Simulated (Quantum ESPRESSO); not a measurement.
**Kohn-Sham bands of BaGaSnH (P3m1)**

```
CELL_PARAMETERS angstrom
      4.60934     0.00000     0.00000
     -2.30467     3.99181     0.00000
      0.00000     0.00000     5.39808
ATOMIC_POSITIONS crystal
  Ba 0.33333 0.66667 0.99985
  Ga 0.00000 0.00000 0.41329
  Sn 0.66667 0.33333 0.54075
  H  0.00000 0.00000 0.08981
```

Materials Project entry mp-1018094; symmetrised, unrelaxed at this level. COD (Crystallography Open Database) has an entry of this formula and space group (matched by these alone). Level: PBEsol, spinors with spin-orbit coupling; pw.x of Quantum ESPRESSO at 64 Ry with PseudoDojo potentials, 6×6×4 k-points, Wannier90. Density: 12×12×6 mesh, cold smearing 0.01 Ry. With spin-orbit coupling a semilocal functional can close or falsely invert a small gap; the band order was not checked against a better method.

Energies are relative to the Fermi level; weights are on the orthonormalised atomic waves of the pseudopotential files, averaged over the group. 38 electrons a cell are treated as valence.

```csv
bands,from (eV),to (eV),filling,weight on atomic waves
1–2,-27.88,-27.85,filled,___
3–6,-21.41,-21.34,filled,___
7–12,-20.38,-20.29,filled,___
13–16,-15.10,-15.06,filled,___
17–24,-14.73,-14.44,filled,___
25–28,-12.72,-12.32,filled,___
29–32,-9.21,-4.58,filled,___
```

### Question
Which atomic shells make up each group?

### Answer

- 1–2, weight on atomic waves: Ba 5s 95 %
- 3–6, weight on atomic waves: Sn 4d 100 %
- 7–12, weight on atomic waves: Sn 4d 100 %
- 13–16, weight on atomic waves: Ga 3d 99 %
- 17–24, weight on atomic waves: Ga 3d 75 %, Ba 5p 24 %
- 25–28, weight on atomic waves: Ba 5p 95 %
- 29–32, weight on atomic waves: Sn 5s 31 %, Ga 4s 23 %, Ga 4p 15 %

No gap over 0.05 eV opens at the Fermi level at this level of theory; semilocal functionals close the gap of some real semiconductors.
